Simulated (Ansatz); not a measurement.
Consider the following.

MgO:
```cif
data_Mg4O4
_chemical_formula_sum 'O4 Mg4'
_space_group_name_H-M_alt 'Fm-3m'
_space_group_IT_number 225
_space_group_name_Hall '-F 4 2 3'
_cell_length_a 4.25371
_cell_length_b 4.25371
_cell_length_c 4.25371
_cell_angle_alpha 90.000
_cell_angle_beta 90.000
_cell_angle_gamma 90.000
loop_
_atom_site_label
_atom_site_type_symbol
_atom_site_symmetry_multiplicity
_atom_site_Wyckoff_symbol
_atom_site_fract_x
_atom_site_fract_y
_atom_site_fract_z
_atom_site_occupancy
O1 O 4 a 0.00000 0.00000 0.00000 1
Mg1 Mg 4 b 0.50000 0.50000 0.50000 1
```
(The calculation used a cell of 2 atoms; values per cell refer to that cell.)

This is the PBE-relaxed structure.

### Question
All from the program Ansatz at the PBE level (PAW), unless another level is named. Predict the band gap.

### Answer
4.46 eV (direct).

### Question
Give the valence-band maximum.

### Answer
at Γ.

### Question
What about the weight of the conduction-edge state by species (Voronoi cells)?

### Answer
Mg 50 %, O 50 %.

### Question
And the weight of the valence-edge state by species (Voronoi cells)?

### Answer
O 94 %, Mg 6 %.

Symmetry was held in the PBE relaxation; phonons on a q-mesh show no instability.

Potentials: the later of the program's two PAW sets.
